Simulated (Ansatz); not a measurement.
# Is this Zn₄Se₃S structure a true minimum?

It was reached by relaxing an invented guess, and it needn't be the stable form of this composition.

All numbers below come from DFT PBE, scalar-relativistic, plane waves, PAW in Ansatz. Settings: cutoff 420 eV, Γ-centred mesh 8×8×8 on the computed 8-atom cell, Gaussian smearing of 0.02 eV; no spin polarisation.

The cell below (8 atoms, space group I-42m (No. 121)) is relaxed within its symmetry.

```cif
data_structure
_symmetry_space_group_name_H-M 'P 1'
_symmetry_Int_Tables_number 1
_cell_length_a 6.9298
_cell_length_b 6.9298
_cell_length_c 6.9298
_cell_angle_alpha 131.791
_cell_angle_beta 131.791
_cell_angle_gamma 70.560
_cell_volume 181.25
loop_
_atom_site_label
_atom_site_type_symbol
_atom_site_fract_x
_atom_site_fract_y
_atom_site_fract_z
_atom_site_occupancy
Zn1 Zn 0.86331 0.38017 0.00000 1
Zn2 Zn 0.38017 0.86331 0.00000 1
Zn3 Zn 0.13669 0.13669 0.51686 1
Zn4 Zn 0.61983 0.61983 0.48314 1
Se1 Se 0.75000 0.25000 0.50000 1
Se2 Se 0.25000 0.75000 0.50000 1
Se3 Se 0.00000 0.00000 0.00000 1
S1 S 0.50000 0.50000 0.00000 1
```

For the test it was strained at random (σ = 1.5 % a component), the atoms were moved at random (σ = 0.05 Å), and all was relaxed again on a coarse 4×4×4 mesh (in the run’s order of axes) with 0.10 eV smearing, with no symmetry imposed.

Problem. Does it come back?

Solution. It returns, within 1 meV/atom of the unmoved cell on that mesh and with the same symmetry when read at 0.1 Å. So it is stable against the distortions that fit this cell and that this random move excites. Modes that don't fit the cell aren't tested.
